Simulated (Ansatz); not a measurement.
## Profile along the Ni–Ni line in Ni (fcc, Cu type)

Ni (fcc, Cu type)

```xyz
1
Lattice="0.0000 1.7592 1.7592 1.7592 0.0000 1.7592 1.7592 1.7592 0.0000" Properties=species:S:1:pos:R:3 pbc="T T T"
Ni     0.0000     0.0000     0.0000
```

Fields along a shortest Ni–Ni line of a {100} plane (2.49 Å), from Ni to Ni, interpolated on the slice's grid (step about 0.1 Å). The numbers are results of PBE (plane waves to 420 eV, PAW, scalar-relativistic; Ansatz, a program for electronic structure), not measurements. k mesh 23×23×23. Near the nuclei the fields are pseudised (PAW); where an atom keeps semicore shells as valence, they peak there. Ni was relaxed with its symmetry unable to fall. Relaxed Ni ends ferromagnetic. The magnetic order is the one the run started from; other orders were not tried.

```
distance from Ni (Å)  valence electron density (e/Å³)  spin density, up minus down (e/Å³)  electron localisation function  ELF of the up spins  ELF of the down spins
--------------------  -------------------------------  ----------------------------------  ------------------------------  -------------------  ---------------------
0.00                                            60.74                                2.86                               x                    x                      x
0.25                                            34.45                                1.59                               x                    x                      x
0.50                                             7.96                                0.37                               x                    x                      x
0.75                                             1.43                                0.06                            0.22                 0.23                   0.21
1.00                                             0.43                                0.00                            0.18                 0.18                   0.19
1.25                                             0.31                               -0.01                            0.25                 0.21                   0.29
1.49                                             0.43                                0.00                            0.18                 0.18                   0.19
1.74                                             1.43                                0.06                            0.22                 0.23                   0.21
1.99                                             7.96                                0.37                               x                    x                      x
2.24                                            34.45                                1.59                               x                    x                      x
2.49                                            60.74                                2.86                               x                    x                      x
```

x: too close to a nucleus for the ELF to mean much.

Density on the Ni–Ni line (2.49 Å) at its midpoint: 0.31 e/Å³. ELF at that point: 0.25.
